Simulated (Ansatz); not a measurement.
WC: opening a crack plane

WC, P-6m2, a = 2.912 Å, c = 2.836 Å. Ansatz: r2SCAN, PAW, 500 eV, Γ-centred 23×23×7 mesh on 6 atoms, Gaussian smearing 0.15 eV; no spin polarisation. One cut on (001) per cell of 6 atoms is opened rigidly by x, between planes of W and C that stand 1.42 Å apart; y is the energy per area (7.344 Å², 1 eV/Å² = 16.02 J/m²).

```tsv
x (Å)	y (J/m²)
0.00	0.000
0.25	1.067
0.50	3.277
0.75	5.640
1.00	7.683
1.50	?
2.00	11.548
3.00	12.217
4.50	12.350
6.00	12.366
```

Task: Fit the universal binding curve y = W[1 − (1 + x/l) e^(−x/l)] to the other rows, give the peak stress, and predict the missing value.

Result: Least squares gives W = 12.4 J/m² and l = 0.485 Å. The stress dy/dx peaks at x = l with W/(e l) = 94.1 GPa, for rigid faces. At x = 1.50: x/l = 3.093, y = 10.097 J/m². The run gave 10.353 J/m², so the fit is 0.256 J/m² too low, 2.1 % of the span of the series, against an rms of 0.100 J/m² on the fitted rows. One length l has to serve both the bottom of the well and the tail, and here they ask for different ones.

Spin–orbit coupling is left out, which can shift energies with elements as heavy as these.

Cost: 12 runs of about 11 core-minutes in all, on AMD EPYC 9R45 (Zen 5) (shared hosts).